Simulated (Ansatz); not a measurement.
Values for one crystal, relaxed and computed with plane-wave PAW r²SCAN (Ansatz code); other levels are named.

- Volume per atom = 15.71 Å³
- Electronic character = metallic (no gap)
- Formation energy from the elements (no fitted shifts) = -0.47 eV/atom
- Density of states at the Fermi level = 0.35 states/eV per atom (mean over ±0.08 eV)

### Question
Which compound is it?
(A) LaAl2, cubic Laves (MgCu2 type)
(B) AlV, Cmmm (Al on 2a, V on 2c)
(C) TiAl2, Cmmm (Al on 2a, Al on 4j, Ti on 4i, Al on 2c)
(D) TiFe, CsCl type

### Answer
C, TiAl2, Cmmm (Al on 2a, Al on 4j, Ti on 4i, Al on 2c)

The workflow started from an entry of the Crystallography Open Database (COD). Its standing as an ambient phase is unchecked. The r²SCAN relaxation kept the symmetry of its start; its stability against distortions is not shown here. The run is not spin-polarised. The references are the lowest solids computed at this level, not always the standard phases.

Potentials: the later of the program's two PAW sets.
